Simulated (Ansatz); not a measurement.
MoS2 (2H-MoS2 type, space group P6_3/mmc)

```xyz
6
Lattice="3.1494 0.0000 0.0000 -1.5747 2.7274 0.0000 0.0000 0.0000 12.0903" Properties=species:S:1:pos:R:3 pbc="T T T"
Mo     0.0000     1.8183     3.0226
Mo     1.5747     0.9091     9.0677
S      0.0000     1.8183     7.5019
S      1.5747     0.9091     1.4568
S      1.5747     0.9091     4.5884
S      0.0000     1.8183    10.6335
```

In each cell atom 6 (S, nearest neighbour Mo at 2.400 Å; its periodic images, 3.1 Å or more away, move with it) moves by s·(0.577, 0.577, 0.577) (along Cartesian [111]), the rest being held.

Method: PBE-D3(BJ) (plane waves to 420 eV, PAW, scalar-relativistic; Ansatz, a first-principles code). k mesh 10×10×3 (Γ-centred), Fermi-Dirac smearing 0.05 eV. Energies are smeared free energies. Stress and pressure are positive under compression. Left out: 2 of 11 points, with atoms too close for the PAW data. F∥ is the force on the atom along that direction. MoS2 is run without spin polarisation. MoS2 was relaxed with its symmetry unable to fall. ΔE is measured from the undisplaced structure.

```tsv
s (Å)	P (GPa)	ΔE (meV/cell)	F∥ (eV/Å)
-0.432	11.9	[?]	10.783
-0.288	[?]	704	5.681
-0.144	2.5	[?]	2.247
0.000	0.0	0	0.000
0.144	-1.7	111	-1.429
0.288	-2.8	385	-2.293
0.432	-3.6	752	-2.750
0.576	-4.1	1162	-2.900
0.720	-4.5	1576	-2.813
```

Question: Some entries are withheld; supply them.

Answer: 
- -0.432, ΔE (meV/cell): 1866
- -0.288, P (GPa): 6.3
- -0.144, ΔE (meV/cell): 150

(A displaced cell: forces are minus the slopes of the energy, force constants its curvatures, and phonons follow from these.)
